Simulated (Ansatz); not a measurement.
# Structure relaxation, CaC2

The start is a relaxed CaC2 cell with every coordinate shifted by Gaussian noise of σ = 0.3 Å. A full variable-cell relaxation at zero pressure is run with r2SCAN (plane waves to 500 eV, PAW, scalar-relativistic; Ansatz, an electronic-structure program). The first steps use a coarse 7×7×4 k-mesh.

Starting cell:
```
CELL_PARAMETERS angstrom
      3.29742    -2.08313     0.00000
      3.29742     2.08313     0.00000
     -2.10667     0.00000     7.02130
ATOMIC_POSITIONS crystal
  Ca 0.10410 0.86758 0.67472
  Ca 0.78140 0.19764 0.22237
  C  0.57569 0.95455 0.54753
  C  0.60813 0.78419 0.41261
  C  0.91148 0.45938 0.96513
  C  0.13593 0.42343 0.07050
```

Task: By how much does the energy per atom fall from start to end?

Result: About 1.6 eV/atom.

Task: Does it find its way back to the structure it was made from?

Result: It returns to the parent structure, C2/c (No. 15).

Task: How do the shortest distances between atoms change?

Result: The closest pairs of elements (up to four, under 3.6 Å), start → end: C–C 1.00 → 1.25 Å; C–Ca 1.96 → 2.56 Å; Ca–Ca 3.59 → 3.90 Å.

Task: Is the relaxed structure metallic? Give its gap.

Result: 2.31 eV, indirect (valence top at 64 % of the way from Γ to C, conduction bottom at Y2) (no spin-orbit coupling).

Relaxed structure:

```cif
data_C8Ca4
_chemical_formula_sum 'Ca4 C8'
_space_group_name_H-M_alt 'C2/c'
_space_group_IT_number 15
_space_group_name_Hall '-C 2yc'
_cell_length_a 6.59450
_cell_length_b 4.16545
_cell_length_c 7.33128
_cell_angle_alpha 90.000
_cell_angle_beta 106.697
_cell_angle_gamma 90.000
loop_
_space_group_symop_operation_xyz
  'x, y, z'
  '-x, -y, -z'
  '-x, y, -z+1/2'
  'x, -y, z+1/2'
  'x+1/2, y+1/2, z'
  '-x+1/2, -y+1/2, -z'
  '-x+1/2, y+1/2, -z+1/2'
  'x+1/2, -y+1/2, z+1/2'
loop_
_atom_site_label
_atom_site_type_symbol
_atom_site_symmetry_multiplicity
_atom_site_Wyckoff_symbol
_atom_site_fract_x
_atom_site_fract_y
_atom_site_fract_z
_atom_site_occupancy
Ca1 Ca 4 e 0.00000 0.17709 0.75000 1
C1 C 8 f 0.28280 0.14033 0.55931 1
```
(The calculation used a cell of 6 atoms; values per cell refer to that cell.)

Final values are on a 10×10×5 k-mesh of the relaxed cell. The start holds a very short contact (C–C 1.00 Å). No spin polarisation in the result.

The cell that was disturbed is our relaxation of an entry of Materials Project.
